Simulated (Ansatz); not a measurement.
Task: Each is relaxed and computed with r²SCAN+D4 in the plane-wave PAW code Ansatz. Which alone has a direct gap?
(A) WSe2, P6_3/mmc (W on 2c, Se on 4f)
(B) MgSnSe2, P-3m1 (Se on 2d, Sn on 1a, Mg on 1b)
(C) InSe, P6_3/mmc (In on 4f, Se on 4f)
(D) In2Se3, La2O3 or Ni2Al3 type

Result: C, InSe, P6_3/mmc (In on 4f, Se on 4f). InSe: gap 0.89 eV (direct); WSe2: gap 1.17 eV (indirect); In2Se3: gap 0.36 eV (indirect); MgSnSe2: gap 0.42 eV (indirect). Constructed cells (a structure type filled with these elements, in neither database checked): MgSnSe2, P-3m1 (Se on 2d, Sn on 1a, Mg on 1b). Standing as an ambient phase not checked: In2Se3, La2O3 or Ni2Al3 type. All cells were relaxed under the symmetry of their starts (and spin orders); stability against distortions was not tested throughout. Rows with no word on spin ran without spin polarisation. Spin–orbit coupling is left out wherever it is not named.

Potentials: the later of the program's two PAW sets.
